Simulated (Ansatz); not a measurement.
LaNbN3:
```
LaNbN3
1.0
    4.06292     0.00000     0.00000
    0.00000     4.06292     0.00000
    0.00000     0.00000     4.06292
La Nb N
1 1 3
Direct
  0.00000   0.00000   0.00000
  0.50000   0.50000   0.50000
  0.50000   0.50000   0.00000
  0.50000   0.00000   0.50000
  0.00000   0.50000   0.50000
```

Relaxed with PBEsol. Special points in fractions of this cell's reciprocal vectors: Γ (0.000, 0.000, 0.000); X (0.000, 0.500, 0.000); M (0.500, 0.500, 0.000); R (0.500, 0.500, 0.500).

Task: List the band energies nearest the Fermi level at these points for plane-wave PAW PBEsol with spin–orbit coupling (Ansatz code).

Result: In eV from the Fermi level; about four levels below and three above (degenerate sets whole), none deeper than 8.9 eV; points with the same levels are listed once.

```
k                                below                          above
-  -----------------------------------  -----------------------------
Γ  -1.09 -1.09 -1.09 -1.09 -1.09 -1.09  0.48 0.48 0.57 0.57 0.57 0.57
X              -2.49 -2.49 -2.15 -2.15            0.13 0.13 0.25 0.25
M              -1.09 -1.09 -0.57 -0.57            0.49 0.49 3.04 3.04
R              -3.81 -3.81 -3.81 -3.81  0.52 0.52 0.54 0.54 0.54 0.54
```

Space group Pm-3m (cubic perovskite). The start of the workflow was typed in or built on a structure type; neither database checked (COD, Materials Project) lists it. Whether it is the stable phase at ambient conditions was not checked. Symmetry was held in the PBEsol relaxation. At this level the phase is dynamically unstable (imaginary phonons). The workflow began spin-polarised and lost its moments.

Potentials: the later of the program's two PAW sets.
